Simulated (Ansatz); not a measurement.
An Ansatz (a first-principles code) run. Input:

Ansatz 0.2 input:
```yaml
crystal:
  lattice:
    - [-2.7631085767, 2.7631085767, 5.36511765]
    - [2.7631085767, -2.7631085767, 5.36511765]
    - [2.7631085767, 2.7631085767, -5.36511765]
  atoms:
    - { symbol: Al, position: [0.75, 0.25, 0.5] }
    - { symbol: Cu, position: [0.0, 0.0, 0.0] }
    - { symbol: Ge, position: [0.5, 0.5, 0.0] }
    - { symbol: Se, position: [0.1329474082, 0.1104445273, 0.5057661732] }
    - { symbol: Se, position: [0.8895554727, 0.3953216459, 0.0225028808] }
    - { symbol: Se, position: [0.6046783541, 0.6271812349, 0.4942338268] }
    - { symbol: Se, position: [0.3728187651, 0.8670525918, 0.9774971192] }
kpoints:
  mp_grid: { grid: [7, 7, 7] }
hamiltonian:
  xc: r2scan
  pseudopotentials: { kind: paw }
scf:
  occupations: { method: fixed }
checkpoint: { read: static.run }
output: { bader: true, populations: true }
```

Output (shortened):

```
Pseudopotential: Al, paw, valence charge 3
Pseudopotential: Cu, paw, valence charge 19
Pseudopotential: Ge, paw, valence charge 14
Pseudopotential: Se, paw, valence charge 16
Functional definition: r2SCAN
Crystal: 7 atoms, lattice volume = 163.846 Å³
Basis set: ecut = 500 eV, 4131 PW (Γ), exchange–correlation on 200×200×200 points (64 copies of the dense FFT grid, shifted against one another)
Bands: 60, of which v1, the nominal top of the filled ones, is band 50 counted from 1 (49 counted from 0)
Symmetry: 4 space group operations
Space group: I-4 (ITA 82), of the structure as read, at distance tolerance 5.5e-5 Å
k-points: 52 of 343 (time reversal used)
Stability of the state it starts from, as read at its close in the unpolarized treatment …
iter 1 solved again at ethr=1.27e-7 eV; its pass at ethr=3.10e-3 eV (dr2=1.27e-4 eV) is discarded
SCF iter   1: F=—  HF=-33391.058104 eV  |F-HF|=—  |Δ(HF+E_count)|=         —  Δρ=8.54e-7  dr2=2.25e-9  dr2_τ=1.94e-11  ethr=1.27e-7  ⟨swp⟩=3.0  Hψ=16627  notcnv=0  defer=415
preconditioner: auto → Resta (q_TF=auto, 2.513 Å⁻¹)
SCF iter   2: F=—  HF=-33391.058087 eV  |F-HF|=—  |Δ(HF+E_count)|=   1.79e-5  Δρ=9.54e-7  dr2=1.48e-9  dr2_τ=2.35e-11  ethr=2.25e-12  ⟨swp⟩=11.2  Hψ=15776  notcnv=0
SCF iter   3: F=-33391.058087 eV  HF=-33391.058087 eV  |F-HF|=2.84e-10  |Δ(HF+E_count)|=  3.71e-10  Δρ=2.60e-7  dr2=2.76e-10  dr2_τ=4.63e-12  ethr=1.48e-12  ⟨swp⟩=1.0  Hψ=6830  notcnv=0
SCF 1 converged in 3 iterations: F = -33391.058087 eV  dr2 = 2.76e-10
SCF converged after 3 iterations
Free energy (F): -33391.058087 eV
Harris-Foulkes:  -33391.058087 eV  (|F-HF|=2.84e-10)
Internal energy: -33391.058087 eV  (E = F + TS)
E sigma→0 (E₀):  -33391.058087 eV
Fermi energy:    7.115006 eV
--- Per-component energies (eV) ---
  E_band       = -2334.572338
  E_kinetic    = 908.518806
  E_local      = -18973.612183  (includes V_loc(G=0)·N_el)
  E_nonlocal   = -1545.328669
  E_hartree    = 8947.689482
  E_xc         = -581.234889
  E_vxc        = -644.142891  (∫ρ·V_xc dr)
  E_paw        = -11894.925772  (= ΣΔE_a)
  E_vpaw       = -9.844835  (= ΣTr[D̂ρ^β])
  E_aug_tail   = -0.000672  (compensation charges beyond the density's cutoff)
  E_vtau       = 34.458508  (kinetic-family band-sum trace: ∫τ·v_τ [+ j·A + Jᵃ·Aᵃ] dr)
  E_ewald      = -10243.658125
  E_core_change = -8.506063  (= ΣΔE_core)
  E_smearing   =  0.000000  (= −TS)
  E_closure    = 0.000000  (closes the sum)
  Σ components = -33391.058087   (vs F -33391.058087, Δ=0.00e0)
  [band-id]    e_kinetic+e_local+e_nonlocal+2·e_hartree+e_vxc+e_vpaw+e_augmentation_tail+e_vtau = -2334.572973   (vs E_band -2334.572338, Δ=-6.35e-4)
--- Band table (eV; the first three rows and the last of 52) ---
  k-point 0: bands = ["-107.8333", "-63.7268", "-63.6661", "-63.6661", "-41.1233", "-41.1232", "-41.1229", "-41.1229", "-41.1008", "-41.1007", "-41.1006", "-41.1006", "-41.0424", "-41.0423", "-41.0422", "-41.0422", "-40.9570", "-40.9570", "-40.9566", …
  k-point 1: bands = ["-107.8333", "-63.7268", "-63.6661", "-63.6661", "-41.1233", "-41.1232", "-41.1229", "-41.1229", "-41.1008", "-41.1007", "-41.1006", "-41.1006", "-41.0424", "-41.0423", "-41.0422", "-41.0422", "-40.9570", "-40.9570", "-40.9566", …
  k-point 2: bands = ["-107.8333", "-63.7268", "-63.6661", "-63.6661", "-41.1232", "-41.1231", "-41.1230", "-41.1230", "-41.1008", "-41.1007", "-41.1007", "-41.1006", "-41.0424", "-41.0423", "-41.0422", "-41.0422", "-40.9570", "-40.9569", "-40.9567", …
  k-point 51: bands = ["-107.8333", "-63.7268", "-63.6661", "-63.6661", "-41.1236", "-41.1229", "-41.1229", "-41.1229", "-41.1008", "-41.1007", "-41.1006", "-41.1006", "-41.0423", "-41.0423", "-41.0422", "-41.0422", "-40.9572", "-40.9569", "-40.9566", …
--- Löwdin populations: 7 sites ---
  site symbol       q [e]
     0     Al      2.4833
     1     Cu     18.4041
     2     Ge     13.5280
     3     Se     16.2982
     4     Se     16.2982
     5     Se     16.2982
     6     Se     16.2982
  spilling = 0.003918 (of n_electrons = 100.000000)
--- Bader charges: 7 sites ---
  site symbol  charge [e]  shift [e]
     0     Al      2.1997     0.0005
     1     Cu      0.4255     0.0014
     2     Ge      0.9946     0.0008
     3     Se     -0.9049     0.0004
     4     Se     -0.9050     0.0004
     5     Se     -0.9049     0.0004
     6     Se     -0.9049     0.0004
  shift: an alarm, by how much a part of what the PAW files miss would move the charge. Where it is large, compare
  with a run on PAW files of another source; a small one proves nothing
  estimated error of the sums over rays = 4.5e-4 e
```

Cost: very roughly 2.6 core-minutes on shared cores.

The first step of the workflow began from a Materials Project structure, measured or hypothetical; the Crystallography Open Database copy checked does not list it. Its standing as an ambient phase is unchecked. Symmetry was held in the r²SCAN relaxation; whether a distortion lowers the energy is not shown. No spin polarisation was allowed. Scalar-relativistic: spin–orbit coupling is off unless named, which matters more the heavier the elements.

Potentials: the later of the program's two PAW sets.

Ansatz is a plane-wave DFT program.
